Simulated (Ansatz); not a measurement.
Values for one crystal, relaxed and computed with plane-wave PAW PBEsol (Ansatz code); other levels are named.

```yaml
volume_per_atom: 24.99 Å³
electronic_character: metallic (no gap)
Density of states at the Fermi level: 0.46 states/eV per atom (mean over ±0.08 eV)
mechanical_stability: unstable (C has a negative eigenvalue)
Bulk modulus (Birch–Murnaghan fit): 28.0 GPa
Elastic constants (relaxed ions, GPa): C11 = 68.9, C12 = 24.4, C13 = 3.9, C33 = 58.4, C44 = -13.7
Pressure derivative B′: 4.0
```

### Question
Which compound is it?
A) Ni, fcc (Cu type)
B) Ga, α-Ga
C) W, fcc (Cu type)
D) Mg, simple hexagonal

### Answer
D, Mg, simple hexagonal

Space group P6/mmm (simple hexagonal). The workflow started from a Materials Project entry (that database holds measured and hypothetical structures alike); the Crystallography Open Database copy checked does not list it. It is not the phase usual at ambient conditions (space group No. 194). The cell was relaxed with PBEsol under the symmetry of its start. As this level gives no gap, shear constants depend on the k-mesh and smearing (Fermi–Dirac, 0.1 eV here).

Potentials: the earlier of the program's two PAW sets.
